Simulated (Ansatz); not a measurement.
Te2Mo:
```xyz
6
Lattice="3.5464 0.0000 0.0000 -1.7732 3.0713 0.0000 0.0000 0.0000 14.2564" Properties=species:S:1:pos:R:3 pbc="T T T"
Mo     0.0000     2.0475     3.5641
Mo     1.7732     1.0238    10.6923
Te     0.0000     2.0475     8.9002
Te     1.7732     1.0238     1.7720
Te     1.7732     1.0238     5.3562
Te     0.0000     2.0475    12.4844
```

Relaxed with r²SCAN+D4. Special points in fractions of this cell's reciprocal vectors: Γ (0.000, 0.000, 0.000); M (0.500, 0.000, 0.000); K (0.333, 0.333, 0.000); A (0.000, 0.000, 0.500); L (0.500, 0.000, 0.500); H (0.333, 0.333, 0.500).

**Question.** List the band energies nearest the valence-band maximum at these points for the program Ansatz at the r²SCAN+D4 level (PAW).

**Answer.** In eV from the valence-band maximum; about four levels below and three above (degenerate sets whole), none deeper than 8.9 eV; points with the same levels are listed once.

| k | below | above |
|---|---|---|
| Γ | -1.12 -1.12 -0.94 -0.54 0.00 | 2.99 2.99 3.09 3.09 |
| M | -0.97 -0.93 -0.70 -0.49 | 1.32 1.37 1.59 |
| K | -1.94 -1.94 -0.24 -0.06 | 1.01 1.01 1.45 |
| A | -1.14 -1.14 -1.14 -1.14 -0.12 -0.12 | 3.03 3.03 3.03 3.03 |
| L | -0.94 -0.94 -0.60 -0.60 | 1.35 1.35 1.73 1.73 |
| H | -2.05 -2.05 -0.16 -0.16 | 1.02 1.02 1.84 1.84 |

Space group P6_3/mmc. The cell was relaxed with r²SCAN+D4 under the symmetry of its start. The run is not spin-polarised. Spin–orbit coupling is left out wherever it is not named.

Potentials: the later of the program's two PAW sets.
